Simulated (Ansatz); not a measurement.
Ag (dhcp (α-La type), P6_3/mmc) under volume change, DFT-r²SCAN+D4 in the program Ansatz with PAW potentials, shape and atoms relaxed at each volume.

| V (Å³/atom) | E − E(relaxed) (meV/atom) | P (GPa) |
|---|---|---|
| 15.522 | ? | ? |
| 16.034 | ? | ? |
| 16.546 | 5.6 | 3.60 |
| 17.057 | 0.0 | 0.00 |
| 17.569 | 4.9 | -2.95 |
| 18.081 | 18.3 | -5.36 |
| 18.592 | 38.7 | -7.33 |

### Question
Some entries are withheld; supply them.

### Answer

- 15.522, E − E(relaxed) (meV/atom): 57.7
- 15.522, P (GPa): 13.37
- 16.034, E − E(relaxed) (meV/atom): 23.8
- 16.034, P (GPa): 7.99

### Question
What does a third-order Birch–Murnaghan fit give for V₀, B₀ and B′?

### Answer
V₀ = 17.06 Å³/atom, B₀ = 109 GPa, B′ = 5.7.

The first step of the workflow began from a Materials Project structure, measured or hypothetical; the Crystallography Open Database files this formula in space group No. 194, but the cells were not matched. It is not the phase usual at ambient conditions (space group No. 225). Symmetry was held in the r²SCAN+D4 relaxation; its stability against distortions is not shown here. No spin polarisation was allowed. The pairwise dispersion correction was not fitted to metals.

Potentials: the later of the program's two PAW sets.
